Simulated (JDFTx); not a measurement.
Au(100) slab cut from bulk Au (space group Fm-3m, indices of the conventional cell, lattice of the Materials Project entry mp-81, not re-optimised): 4 atoms in 4 planes, a 1x1 cell of 8.70 Å² (|a| = 2.950, |b| = 2.950 Å), 6.2 Å between the outermost planes, cell height 22.3 Å, 8×8×1 k mesh, Fermi smearing 0.01 Ha, no spin polarisation.

Profiles through the double layer of this slab, charged, in CANDLE, acetonitrile, 1 M KCl; PBE, GBRV ultrasoft potentials, plane waves to 20/100 Ha, a modified build of JDFTx. z is the height above the outermost atoms, φ the plane-averaged electrostatic potential energy of an electron (zero in the bulk liquid), ρ_b the bound charge of solvent and ions, s the cavity shape function (0 in the solid, 1 in the liquid).

```csv
z (Å),n (e/Å³),s,φ (eV),ρ_b (10⁻³ e/Å³)
0.87,0.2352,0.00,-2.418,0.00
1.34,0.0563,0.00,-1.441,-0.21
1.80,0.0138,0.00,-0.497,-3.17
2.26,0.0034,0.04,-0.145,-3.08
2.73,0.0009,0.17,-0.074,-0.22
3.19,0.0002,0.31,-0.048,-0.05
3.66,0.0001,0.45,-0.034,-0.07
4.12,0.0000,0.59,-0.025,-0.06
4.59,0.0000,0.73,-0.019,-0.04
5.05,0.0000,0.87,-0.015,-0.03
5.52,0.0000,0.98,-0.012,-0.02
5.98,0.0000,1.00,-0.009,-0.01
6.45,0.0000,1.00,-0.007,-0.01
6.91,0.0000,1.00,-0.006,-0.01
7.37,0.0000,1.00,-0.005,-0.01
7.84,0.0000,1.00,-0.004,0.00
```

Task: Is the electrode positively or negatively charged, and roughly by how much?

Result: Positively: σ = 5.2 μC/cm² per face. The liquid's bound charge is of the opposite sign overall, and far from the surface φ decays with the screening length (2.1 Å).
